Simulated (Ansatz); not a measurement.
Sensitivity of the gradients in BP with Se replacing P to the input

This input was run with Ansatz:

```yaml
crystal:
  lattice:
    - [0.0, 6.7982171535, 6.7982171535]
    - [6.7982171535, 0.0, 6.7982171535]
    - [6.7982171535, 6.7982171535, 0.0]
  atoms:
    - { symbol: B, position: [0.0, 0.0, 0.0] }
    - { symbol: B, position: [0.0, 0.0, 0.3333333333] }
    - { symbol: B, position: [0.0, 0.0, 0.6666666667] }
    - { symbol: B, position: [0.0, 0.3333333333, 0.0] }
    - { symbol: B, position: [0.0, 0.3333333333, 0.3333333333] }
    - { symbol: B, position: [0.0, 0.3333333333, 0.6666666667] }
    - { symbol: B, position: [0.0, 0.6666666667, 0.0] }
    - { symbol: B, position: [0.0, 0.6666666667, 0.3333333333] }
    - { symbol: B, position: [0.0, 0.6666666667, 0.6666666667] }
    - { symbol: B, position: [0.3333333333, 0.0, 0.0] }
    - { symbol: B, position: [0.3333333333, 0.0, 0.3333333333] }
    - { symbol: B, position: [0.3333333333, 0.0, 0.6666666667] }
    - { symbol: B, position: [0.3333333333, 0.3333333333, 0.0] }
    - { symbol: B, position: [0.3333333333, 0.3333333333, 0.3333333333] }
    - { symbol: B, position: [0.3333333333, 0.3333333333, 0.6666666667] }
    - { symbol: B, position: [0.3333333333, 0.6666666667, 0.0] }
    - { symbol: B, position: [0.3333333333, 0.6666666667, 0.3333333333] }
    - { symbol: B, position: [0.3333333333, 0.6666666667, 0.6666666667] }
    - { symbol: B, position: [0.6666666667, 0.0, 0.0] }
    - { symbol: B, position: [0.6666666667, 0.0, 0.3333333333] }
    - { symbol: B, position: [0.6666666667, 0.0, 0.6666666667] }
    - { symbol: B, position: [0.6666666667, 0.3333333333, 0.0] }
    - { symbol: B, position: [0.6666666667, 0.3333333333, 0.3333333333] }
    - { symbol: B, position: [0.6666666667, 0.3333333333, 0.6666666667] }
    - { symbol: B, position: [0.6666666667, 0.6666666667, 0.0] }
    - { symbol: B, position: [0.6666666667, 0.6666666667, 0.3333333333] }
    - { symbol: B, position: [0.6666666667, 0.6666666667, 0.6666666667] }
    - { symbol: Se, position: [0.25, 0.25, 0.25] }
    - { symbol: P, position: [0.25, 0.25, 0.5833333333] }
    - { symbol: P, position: [0.25, 0.25, 0.9166666667] }
    - { symbol: P, position: [0.25, 0.5833333333, 0.25] }
    - { symbol: P, position: [0.25, 0.5833333333, 0.5833333333] }
    - { symbol: P, position: [0.25, 0.5833333333, 0.9166666667] }
    - { symbol: P, position: [0.25, 0.9166666667, 0.25] }
    - { symbol: P, position: [0.25, 0.9166666667, 0.5833333333] }
    - { symbol: P, position: [0.25, 0.9166666667, 0.9166666667] }
    - { symbol: P, position: [0.5833333333, 0.25, 0.25] }
    - { symbol: P, position: [0.5833333333, 0.25, 0.5833333333] }
    - { symbol: P, position: [0.5833333333, 0.25, 0.9166666667] }
    - { symbol: P, position: [0.5833333333, 0.5833333333, 0.25] }
    - { symbol: P, position: [0.5833333333, 0.5833333333, 0.5833333333] }
    - { symbol: P, position: [0.5833333333, 0.5833333333, 0.9166666667] }
    - { symbol: P, position: [0.5833333333, 0.9166666667, 0.25] }
    - { symbol: P, position: [0.5833333333, 0.9166666667, 0.5833333333] }
    - { symbol: P, position: [0.5833333333, 0.9166666667, 0.9166666667] }
    - { symbol: P, position: [0.9166666667, 0.25, 0.25] }
    - { symbol: P, position: [0.9166666667, 0.25, 0.5833333333] }
    - { symbol: P, position: [0.9166666667, 0.25, 0.9166666667] }
    - { symbol: P, position: [0.9166666667, 0.5833333333, 0.25] }
    - { symbol: P, position: [0.9166666667, 0.5833333333, 0.5833333333] }
    - { symbol: P, position: [0.9166666667, 0.5833333333, 0.9166666667] }
    - { symbol: P, position: [0.9166666667, 0.9166666667, 0.25] }
    - { symbol: P, position: [0.9166666667, 0.9166666667, 0.5833333333] }
    - { symbol: P, position: [0.9166666667, 0.9166666667, 0.9166666667] }
total_charge: 1
kpoints:
  mp_grid: { grid: [1, 1, 1] }
scf:
  occupations: { method: fermi_dirac, width: 0.01 }
hamiltonian:
  xc: pbe
  pseudopotentials: { kind: paw }
output:
  forces: true
  stress: true
  populations: true
  efg: { quadrupole_moments_barn: { B: 0.04059 }, contact_densities: true }
```

It converged. Of its output the block on the nuclei alone is shown, without the SCF iterations, energies, forces and stress (one atom of each set):

```
--- PAW observables at the nuclei: V_zz in 10²¹ V/m², potentials from the cell's mean, atoms counted from 1 ---
  atom   1  B  V_zz =    +0.000000   η = 0.0000   by run symmetry: forbidden   C_q = +0.0000 MHz
            electrostatic potential = -326.557623 V   contact ρ = 485.249876 e/Å³
  atom   2  B  V_zz =    -0.081362   η = 0.6052   by run symmetry: allowed   C_q = -0.0799 MHz
            electrostatic potential = -326.474136 V   contact ρ = 485.252487 e/Å³
  atom   5  B  V_zz =    +1.251907   η = 0.0000   by run symmetry: allowed   C_q = +1.2287 MHz
            electrostatic potential = -325.734877 V   contact ρ = 485.361514 e/Å³
  atom   9  B  V_zz =    +0.017861   η = 0.0000   by run symmetry: allowed   C_q = +0.0175 MHz
            electrostatic potential = -326.569640 V   contact ρ = 485.249191 e/Å³
  atom  15  B  V_zz =    -0.122117   η = 0.9689   by run symmetry: allowed   C_q = -0.1199 MHz
            electrostatic potential = -326.385294 V   contact ρ = 485.239966 e/Å³
  atom  28  Se V_zz =    +0.000000   η = 0.0000   by run symmetry: forbidden
            electrostatic potential = -4709.028239 V   contact ρ = 262856.172886 e/Å³
  atom  29  P  V_zz =    +1.436687   η = 0.0185   by run symmetry: allowed
            electrostatic potential = -1495.886123 V   contact ρ = 16013.167309 e/Å³
  atom  32  P  V_zz =    -0.272873   η = 0.0000   by run symmetry: allowed
            electrostatic potential = -1496.065232 V   contact ρ = 16013.189554 e/Å³
  atom  36  P  V_zz =    -0.219017   η = 0.0000   by run symmetry: allowed
            electrostatic potential = -1496.045699 V   contact ρ = 16013.183021 e/Å³
  atom  42  P  V_zz =    +0.235067   η = 0.9598   by run symmetry: allowed
            electrostatic potential = -1496.109945 V   contact ρ = 16013.181577 e/Å³
```

(1) Can these gradients be trusted, and how do they compare with a run on standard settings?

Results:

(1) Not as converged values. Against the standard input the change is `kpoints.mp_grid.grid`: [3, 3, 3] → [1, 1, 1]. A site carries the number of its first atom; V_zz in 10²¹ V/m².

```json
{"site": "B2", "atom": "2", "V_zz standard": "-0.068", "η standard": "0.45", "V_zz here": "-0.081", "η here": "0.61"}
{"site": "B5", "atom": "5", "V_zz standard": "1.09", "η standard": "0.00", "V_zz here": "1.25", "η here": "0.00"}
{"site": "B15", "atom": "15", "V_zz standard": "0.13", "η standard": "0.85", "V_zz here": "-0.12", "η here": "0.97"}
{"site": "Se", "atom": "28", "V_zz standard": "0.00", "η standard": "–", "V_zz here": "0.00", "η here": "–"}
{"site": "P29", "atom": "29", "V_zz standard": "1.21", "η standard": "0.12", "V_zz here": "1.44", "η here": "0.02"}
{"site": "P32", "atom": "32", "V_zz standard": "-0.26", "η standard": "0.00", "V_zz here": "-0.27", "η here": "0.00"}
{"site": "P36", "atom": "36", "V_zz standard": "-0.26", "η standard": "0.00", "V_zz here": "-0.22", "η here": "0.00"}
{"site": "P42", "atom": "42", "V_zz standard": "-0.18", "η standard": "0.77", "V_zz here": "0.24", "η here": "0.96"}
```

The largest change of V_zz along a kept axis is on P29, from 1.21 to 1.44. In per cent, |V_zz| changes by +14 on B, +18 on P (all sites that start above 0.5). On P42, B15 the largest principal value lies along another axis in the second run, so the two V_zz can't be compared directly. Other sites with |V_zz| of 0.02 or less aren't listed. Its pressure is 7 GPa, against 4 GPa in the reference run. SCF iterations: 7 and 7. In the changed run the k-mesh is coarser than the standard one, so its values aren't converged ones.

On the reference run: The defect repeats with the cell of 54 atoms, so it feels its images: sites between two images don't show the values beside a lone defect, and zeros or small values of η there can come from the images' arrangement. A uniform background compensates the cell's charge. The neighbours have not yet relaxed around the defect (largest force 1.8 eV/Å), so a real crystal will differ.
